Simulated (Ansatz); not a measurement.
Harmonic vibrational thermodynamics of Y (hcp (Mg type), space group No. 194) at fixed volume, PBEsol (plane waves, PAW; program Ansatz). The rows extrapolate the 0 K crystal and know nothing of melting or changes of phase.

| T (K) | F_vib (meV/atom) | S (J/K per mol of atoms) | C_V (J/K per mol of atoms) |
|---|---|---|---|
| 50 | (withheld) | 6.4 | (withheld) |
| 100 | (withheld) | 18.2 | (withheld) |
| 200 | (withheld) | 33.7 | (withheld) |
| 300 | -55.9 | 43.5 | 24.4 |
| 400 | -104.8 | 50.5 | 24.6 |
| 600 | -220.7 | 60.6 | 24.8 |
| 800 | -354.0 | 67.7 | 24.9 |
| 1000 | -500.3 | 73.3 | 24.9 |

Problem. What belongs in the gaps?

Solution. 
- 200, F_vib (meV/atom): -15.6
- 200, C_V (J/K per mol of atoms): 23.7
- 50, C_V (J/K per mol of atoms): 12.5
- 50, F_vib (meV/atom): 18.5
- 100, C_V (J/K per mol of atoms): 20.5
- 100, F_vib (meV/atom): 12.0

Space group P6_3/mmc (hcp (Mg type)). The cell was relaxed with PBEsol under the symmetry of its start; phonons on a q-mesh show no instability. The workflow began spin-polarised and lost its moments. Scalar-relativistic: spin–orbit coupling is off unless named, which matters more the heavier the elements.

Potentials: the earlier of the program's two PAW sets.
